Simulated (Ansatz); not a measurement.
A generator proposed this cell of Sn₂GeSe₃.

```xyz
6
Lattice="3.1770 1.8343 4.9491 -3.1770 1.8343 4.9491 0.0000 -3.6685 4.9491" Properties=species:S:1:pos:R:3 pbc="T T T"
Sn    0.0000    0.0000    9.3205
Sn    0.0000    0.0000    5.5268
Ge    0.0000    0.0000    0.0000
Se   -1.5885    0.9171    2.4746
Se    1.5885    0.9171    2.4746
Se    0.0000   -1.8343    2.4746
```

Computed with DFT PBE, scalar-relativistic, plane waves, PAW (Ansatz 0.2.0). Plane waves to 420 eV, a k mesh through Γ of 3×3×3 on the computed 6-atom cell and Gaussian smearing (0.10 eV); no spin polarisation.

Energies over the elements count from the elements' standard structures at the same level, with no fitted energy shifts. The references include grey tin.

Question: How far from equilibrium is it?

Answer: The pressure is -6.0 GPa (the mean over three directions, positive in compression), the largest force is 0.19 eV/Å, and the energy is +0.39 eV/atom against the elements. The shortest distance is 3.08 Å.

Question: Is it a good guess?

Answer: A rough one: relaxing gains about 0.57 eV/atom (the start's value is from the coarse mesh, so the gain is rough) in 18 ionic steps and ends at −0.18 eV/atom on the finer mesh. The symmetry stays R-3m (No. 166). The volume per atom shrinks by 0.8 %, from 28.8 to 28.6 Å³. The shortest distance goes from 3.08 Å (Ge–Se) to 2.78 Å (Sn–Se). The ratio c/a of the conventional cell changes by a factor of 0.60. Conventional cell: a = 7.498 Å, c = 10.572 Å. Around Sn lie 3 Se at 2.78 Å; Ge has 6 Se at 2.79 Å; Se is surrounded by 2 Sn at 2.78 Å and 2 Ge at 2.79 Å.

The last run used a 6×6×6 mesh for its 6-atom cell and Gaussian smearing of 0.10 eV. The reference form of Se is held partly by dispersion forces, which this level lacks. The relaxation can't lower the symmetry of the start, and the grade says only how near the guess is to its own end. A structure relaxed within its symmetry needn't be a true minimum. Another cell of Sn2GeSe3 relaxed alike, in P-3m1, lies 174 meV/atom lower, so this cell isn't the stable form at this level.
